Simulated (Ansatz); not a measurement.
## ZnS with Na replacing Zn: which input changes reach the field gradients?

Cell: a supercell of ZnS (space group P6_3mc) built from an entry of the Crystallography Open Database (COD), with all atoms left at the host's positions.

Space group P31m (No. 157); a = 6.6211, c = 12.5200 Å, γ = 120.00°.

| site | Wyckoff | site symmetry | x | y | z |
| --- | --- | --- | --- | --- | --- |
| Na | 1a | 3.m | 0.0000 | 0.0000 | 0.0000 |
| Zn2 | 2b | 3.. | 0.3333 | 0.6667 | 0.0000 |
| Zn4 | 1a | 3.m | 0.0000 | 0.0000 | 0.5000 |
| Zn5 | 2b | 3.. | 0.3333 | 0.6667 | 0.5000 |
| Zn7 | 3c | ..m | 0.3333 | 0.3333 | 0.2500 |
| Zn10 | 3c | ..m | 0.3333 | 0.0000 | 0.7500 |
| S13 | 1a | 3.m | 0.0000 | 0.0000 | 0.1875 |
| S14 | 2b | 3.. | 0.3333 | 0.6667 | 0.1875 |
| S16 | 1a | 3.m | 0.0000 | 0.0000 | 0.6875 |
| S17 | 2b | 3.. | 0.3333 | 0.6667 | 0.6875 |
| S19 | 3c | ..m | 0.3333 | 0.3333 | 0.4375 |
| S22 | 3c | ..m | 0.3333 | 0.0000 | 0.9375 |

One atom of each set is listed.

Reference run. Level of theory: DFT, PBE, plane waves and PAW, scalar-relativistic, 420 eV cutoff, Γ-centred 3×3×2 k-points, Fermi–Dirac smearing 0.01 eV, cell charge -1 (Ansatz 0.2.0).

It gives V_zz (10²¹ V/m²) Na 0.20 (η 0.00), S22 -9.38 (η 0.34), Zn2 1.90 (η 0.00), among others. Each of these runs changes the input as listed (caps on SCF iterations aside):

A. basis.ecutwfc: not typed → 25.7 Ry
B. kpoints.mp_grid.grid: [3, 3, 2] → [4, 4, 3]

(1) How does each run end, and how far do the gradients move?

## Answers

(1) 

```tsv
run	Na V_zz (η)	S22 V_zz (η)	Zn2 V_zz (η)	largest change of a gradient tensor, all atoms	note
A	0.20 (0.00)	-9.37 (0.34)	1.89 (0.00)	0.02	converged; cutoff below the recommended one
B	0.20 (0.00)	-9.37 (0.34)	1.89 (0.00)	0.03	converged
```

Run B moves them most, on S13 (V_zz from -8.87 to -8.90); against its own size the tensor moves most on S17 among sites above 0.3 (by 0.03, V_zz from 0.33 to 0.30).

On the reference run: The defect repeats with the cell of 24 atoms, so it feels its images: sites between two images don't show the values beside a lone defect, and zeros or small values of η there can come from the images' arrangement. S and Zn carry a gradient in the pure host already, so the values there aren't the defect's effect alone. A uniform background compensates the cell's charge. The neighbours have not yet relaxed around the defect (largest force 1.9 eV/Å), so a real crystal will differ.
